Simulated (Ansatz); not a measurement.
LuNi₄Sn:
```yaml
crystal:
  lattice:
    - [0.00000, 3.46358, 3.46358]
    - [3.46358, 0.00000, 3.46358]
    - [3.46358, 3.46358, 0.00000]
  atoms:
    - { symbol: Lu, position: [0.00000, 0.00000, 0.00000] }
    - { symbol: Sn, position: [0.75000, 0.75000, 0.75000] }
    - { symbol: Ni, position: [0.37539, 0.37539, 0.87382] }
    - { symbol: Ni, position: [0.37539, 0.87382, 0.37539] }
    - { symbol: Ni, position: [0.87382, 0.37539, 0.37539] }
    - { symbol: Ni, position: [0.37539, 0.37539, 0.37539] }
```

Relaxed with r²SCAN.

Problem. Tabulate the valence density and the electron localisation function along the shortest Lu–Sn contact (3.00 Å), plane-wave PAW r²SCAN (Ansatz code).

Solution. 

```
distance from Lu (Å)  density (e/Å³)   ELF
--------------------  --------------  ----
0.30                           27.52  0.85
0.45                           14.79  0.87
0.60                            6.72  0.85
0.75                            2.72  0.74
0.90                            1.04  0.49
1.05                            0.45  0.21
1.20                            0.25  0.09
1.35                            0.19  0.09
1.50                            0.19  0.19
1.65                            0.22  0.30
1.80                            0.29  0.32
1.95                            0.43  0.30
2.10                            0.77  0.30
2.25                            1.57  0.24
2.40                            3.32  0.13
2.55                            6.49  0.03
2.70                           10.87  0.00
```

The density is the valence pseudo-density with augmentation charge, so density and ELF within about 1 Å of a nucleus are not all-electron values.

Space group F-43m. The workflow started from an entry of the Crystallography Open Database (COD). Its standing as an ambient phase is unchecked. Symmetry was held in the r²SCAN relaxation; whether a distortion lowers the energy is not shown. The workflow began spin-polarised and lost its moments. Scalar-relativistic: spin–orbit coupling is off unless named, which matters more the heavier the elements.

Potentials: the later of the program's two PAW sets.
